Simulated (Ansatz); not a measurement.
Ba2H6Os:
```
Ba2H6Os
1.0
    0.00000     4.02818     4.02818
    4.02818     0.00000     4.02818
    4.02818     4.02818     0.00000
Ba H Os
2 6 1
Direct
  0.75000   0.75000   0.75000
  0.25000   0.25000   0.25000
  0.78500   0.78500   0.21500
  0.21500   0.21500   0.78500
  0.21500   0.78500   0.78500
  0.78500   0.21500   0.21500
  0.78500   0.21500   0.78500
  0.21500   0.78500   0.21500
  0.00000   0.00000   0.00000
```

Relaxed with r²SCAN. Special points in fractions of this cell's reciprocal vectors: Γ (0.000, 0.000, 0.000); X (0.500, 0.000, 0.500); U (0.625, 0.250, 0.625); K (0.375, 0.375, 0.750); L (0.500, 0.500, 0.500); W (0.500, 0.250, 0.750).

Question: List the band energies nearest the valence-band maximum at these points for r²SCAN with spin–orbit coupling (plane waves, PAW; program Ansatz).

Answer: In eV from the valence-band maximum; about four levels below and three above (degenerate sets whole), none deeper than 8.9 eV; points with the same levels are listed once.

```
k                              below                          above
-  ---------------------------------  -----------------------------
Γ  -0.43 -0.43 -0.43 -0.43 0.00 0.00  3.03 3.03 3.11 3.11 3.11 3.11
X            -0.76 -0.76 -0.33 -0.33            2.01 2.01 2.44 2.44
U            -0.76 -0.76 -0.31 -0.31            2.08 2.08 2.93 2.93
L            -0.65 -0.65 -0.25 -0.25            3.31 3.31 3.58 3.58
W            -0.79 -0.79 -0.31 -0.31            2.02 2.02 3.17 3.17
```

Space group Fm-3m. The workflow started from a Materials Project entry (that database holds measured and hypothetical structures alike); the Crystallography Open Database copy checked does not list it. Its standing as an ambient phase is unchecked. The cell was relaxed with r²SCAN under the symmetry of its start; whether a distortion lowers the energy is not shown. The run is not spin-polarised.

Potentials: the later of the program's two PAW sets.
